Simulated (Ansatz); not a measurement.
**MoPt2: computed property card**

MoPt$_{2}$:
```cif
data_MoPt2
_chemical_formula_sum 'Mo1 Pt2'
_space_group_name_H-M_alt 'P 1'
_space_group_IT_number 1
_cell_length_a 4.73872
_cell_length_b 4.73872
_cell_length_c 4.73872
_cell_angle_alpha 138.822
_cell_angle_beta 138.822
_cell_angle_gamma 59.646
loop_
_space_group_symop_operation_xyz
  'x, y, z'
loop_
_atom_site_label
_atom_site_type_symbol
_atom_site_fract_x
_atom_site_fract_y
_atom_site_fract_z
_atom_site_occupancy
Mo1 Mo 0.00000 0.00000 0.00000 1
Pt1 Pt 0.33379 0.33379 0.00000 1
Pt2 Pt 0.66621 0.66621 0.00000 1
```

Space group I4/mmm (No. 139), MoSi2 or CaC2 type; conventional cell a = b = 3.333 Å, c = 8.222 Å, α = β = γ = 90.00°.

Method: the program Ansatz at the PBEsol level (PAW). Geometry: relaxed at this level of theory. Other levels are named where they apply.

**Cell and energy**

Volume per atom: 15.22 Å³
Density: 17.68 g/cm³
Formation energy from the elements (no fitted shifts): -233 meV/atom

**Electronic structure**

Electronic character: metallic (no gap)
Density of states at the Fermi level: 0.38 states/eV per atom (mean over ±0.08 eV)
Gap with spin–orbit coupling: none (metallic)

**Mechanics**

* **Bulk modulus (Birch–Murnaghan fit)**: 290 GPa
* **Pressure derivative B′**: 5.0

**Phonons**

- Highest zone-centre frequency: 175 cm⁻¹
- Zone-centre stability: no imaginary mode at Γ

The cell is a constructed one: a structure type filled with these elements; neither database checked (COD, Materials Project) lists it. COD files the formula under space group No. 71. Whether it is the stable phase at ambient conditions was not checked. The PBEsol relaxation kept the symmetry of its start. The run is not spin-polarised. As this level gives no gap, phonon frequencies hold no LO–TO term and depend on the k-mesh and smearing (Fermi–Dirac, 0.1 eV here). Axis ratios of metals converge slowly with the k-mesh, so a and c are less sure than the volume. The references are the lowest solids computed at this level, not always the standard phases. Scalar-relativistic: spin–orbit coupling is off unless named, which matters more the heavier the elements.

Potentials: the earlier of the program's two PAW sets. The files were generated under PBE; for other functionals the program regenerates the frozen cores, and for LDA and PBEsol the local potential too.
